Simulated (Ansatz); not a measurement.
MgS:
```
MgS
1.0
    0.00000     2.61486     2.61486
    2.61486     0.00000     2.61486
    2.61486     2.61486     0.00000
Mg S
1 1
Direct
  0.00000   0.00000   0.00000
  0.50000   0.50000   0.50000
```

Tensor components refer to the Cartesian frame of this cell.

Task: Give the high-frequency dielectric tensor and the Born effective charge tensors of the independent atoms from DFPT, the program Ansatz at the PBE level (PAW).

Result: 
ε∞:
```
5.41  0.00  0.00
0.00  5.41  0.00
0.00  0.00  5.41
```
Z* of atom 1 (Mg), rows: field, columns: displacement, in e:
```
2.35  0.00  0.00
0.00  2.35  0.00
0.00  0.00  2.35
```
Z* of atom 2 (S), rows: field, columns: displacement, in e:
```
-2.35   0.00   0.00
 0.00  -2.35   0.00
 0.00   0.00  -2.35
```

Static charges for comparison (Bader): Mg1 +1.67, S2 -1.67 e. Born charges measure polarisation by displacement and can exceed these by far.

Space group Fm-3m (rock salt). Symmetry was held in the PBE relaxation.

Potentials: the later of the program's two PAW sets.
